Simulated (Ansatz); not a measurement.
What DFT gives for KSO$_{2}$F

```yaml
crystal:
  lattice:
    - [7.06702, -0.01861, 0.00026]
    - [-0.01513, 5.66301, 0.02773]
    - [-1.43975, 0.02552, 4.42059]
  atoms:
    - { symbol: O, position: [0.68979, 0.02261, 0.32987] }
    - { symbol: O, position: [0.31970, 0.52954, 0.65627] }
    - { symbol: O, position: [0.31419, 0.97279, 0.69319] }
    - { symbol: O, position: [0.70852, 0.45223, 0.33525] }
    - { symbol: K, position: [0.28163, 0.24284, 0.12206] }
    - { symbol: K, position: [0.72037, 0.76070, 0.83377] }
    - { symbol: F, position: [0.88329, 0.25248, 0.79366] }
    - { symbol: F, position: [0.12316, 0.75946, 0.22840] }
    - { symbol: S, position: [0.81446, 0.24885, 0.42668] }
    - { symbol: S, position: [0.16857, 0.72613, 0.57215] }
```

The numbers come from plane-wave PAW DFT (Ansatz): m-r2SCAN, no spin polarisation, 500 eV, 3×3×4 (shifted by 0.5, 0.5, 0 steps) k points, gaussian occupations (width 0.0675 eV). Nothing was relaxed.

Question: How is the charge shared?

Answer: Bader charges in e: K +0.90, S +2.25 to +2.67, O -1.48 to -1.05, F -0.77. In the mean S gives up most and O takes most.

Question: Where is the largest force?

Answer: The largest is on S9: 9.90 eV/Å, components (5.25, -8.08, -2.29). It makes 149° with the line to a nearest neighbour, O4 at 1.37 Å, pointing away from it.

Question: Is the cell too large or too small?

Answer: The pressure is 1.2 GPa (compression positive), so with the atoms held at these fractions the cell would first expand; the forces are large, so a full relaxation may end otherwise. The principal stresses -10.1, 4.6, 9.2 GPa differ, so its shape would change too.

Question: Which orbitals make up the band edges?

Answer: Within 0.7 eV of the edges, the states project mainly on O p (53 %), S p (17 %) and S s (15 %) below the gap and on S p (51 %) and O p (24 %) above it.

Question: Metal or insulator? Give the gap.

Answer: The gap on the k mesh is 4.28 eV; the mesh may miss the band edges, so the true gap of this level can be smaller.

Origin: a strained cell with displaced atoms, so it need not be a known compound. Caveats: an odd or shifted mesh can miss the band edges, so this level's true gap may be smaller; atoms or cell far from equilibrium; m-r2SCAN is r2SCAN with a changed spin dependence that lowers moments.
